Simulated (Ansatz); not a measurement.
# Structure relaxation, Cr

The start is a relaxed Cr cell displaced along its unstable phonon at q = (½, 0, 0) of its primitive reciprocal cell (179i cm⁻¹), largest move 0.15 Å. Cell shape, volume and atoms are optimised at zero target pressure with r2SCAN (plane waves to 500 eV, PAW, scalar-relativistic; Ansatz, an electronic-structure program). The first steps use a coarse 7×14×14 k-mesh.

Starting cell:
```
CELL_PARAMETERS angstrom
      4.64007     0.00000     0.00000
      0.00000     2.32003     0.00000
      0.00000     0.00000     2.32003
ATOMIC_POSITIONS crystal
  Cr 0.00000 0.00000 0.06465
  Cr 0.50000 0.00000 0.93535
```

```yaml
largest_initial_force: 0.77 eV/Å, on Cr1, Cr2 (atoms numbered as listed)
energy_released: 0.24 eV/atom
volume_change: -3.4 %, from 12.49 to 12.06 Å³/atom
optimiser_moves: 14
```

The end point of the relaxation:

```cif
data_Cr2
_chemical_formula_sum 'Cr2'
_space_group_name_H-M_alt 'Cmmm'
_space_group_IT_number 65
_space_group_name_Hall '-C 2 2'
_cell_length_a 2.37028
_cell_length_b 4.50952
_cell_length_c 2.25619
_cell_angle_alpha 90.000
_cell_angle_beta 90.000
_cell_angle_gamma 90.000
loop_
_atom_site_label
_atom_site_type_symbol
_atom_site_symmetry_multiplicity
_atom_site_Wyckoff_symbol
_atom_site_fract_x
_atom_site_fract_y
_atom_site_fract_z
_atom_site_occupancy
Cr1 Cr 2 a 0.00000 0.00000 0.00000 1
```
(The calculation used a cell of 1 atom; values per cell refer to that cell.)

Final values are on a 22×22×20 k-mesh of the relaxed cell. No spin polarisation in the result. A magnetic state may lie lower.

The run could not lose the symmetry of its start, so the end can be a saddle point.

The relaxed structure here is a generated cell of Cr: the first start was made by placing the elements on the sites of a structure type, and the end was not matched to a known phase here, so it may be hypothetical. Known forms of Cr include space group No. 229.
